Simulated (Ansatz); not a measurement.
Sb2W in space group Cmc2_1 (No. 36; W on 4a, Sb on 4a, Sb on 4a), plane-wave PAW r²SCAN (Ansatz code), all energies at zero smearing, with the estimated change up to a 700 eV cutoff added, with one set of potentials and settings (totals compare only within such a set). Cell of 6 atoms (2 W, 4 Sb): -46788.860 eV.

```
element             reference phase  E (eV/atom)
-------  --------------------------  -----------
W        Im-3m, 1 atoms in the cell  -10397.2967
Sb        R-3m, 2 atoms in the cell   -6499.1272
```

Formation energy per atom, worked out: (-46788.860 − 2×(-10397.2967) − 4×(-6499.1272))/6 = 0.374 eV/atom (36 kJ per mol of atoms), at 0 K, without zero-point energy or fitted corrections.

The start of the workflow was typed in or built on a structure type; neither database checked (COD, Materials Project) lists it. Its standing as an ambient phase is unchecked. Symmetry was held in the r²SCAN relaxation; whether a distortion lowers the energy is not shown. No spin polarisation was allowed. The volume moved by -19 % from the start of the relaxation. Its formation energy is positive at this level, so the cell may be metastable or incomplete. The references are the lowest solids computed at this level, not always the standard phases. Scalar-relativistic: spin–orbit coupling is off unless named, which matters more the heavier the elements.

Potentials: the later of the program's two PAW sets.
